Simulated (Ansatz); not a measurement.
Relaxed-ion elastic tensor of MgO (CsCl type, Pm-3m) in GPa (Voigt order), plane-wave PAW PBEsol (Ansatz code); density 3.66 g/cm³, 9.13 Å³ per atom.

```
  580  -69.0  -69.0    0.0    0.0    0.0
-69.0    580  -69.0    0.0    0.0    0.0
-69.0  -69.0    580    0.0    0.0    0.0
  0.0    0.0    0.0  -55.6    0.0    0.0
  0.0    0.0    0.0    0.0  -55.6    0.0
  0.0    0.0    0.0    0.0    0.0  -55.6
```

### Question
Is the crystal mechanically stable?

### Answer
No: the smallest eigenvalue of C is -55.6 GPa.

This is a known high-pressure phase of the composition, computed here at zero pressure and temperature. The cell was relaxed with PBEsol under the symmetry of its start. At this level the phase is dynamically unstable (imaginary phonons).

Potentials: the later of the program's two PAW sets.
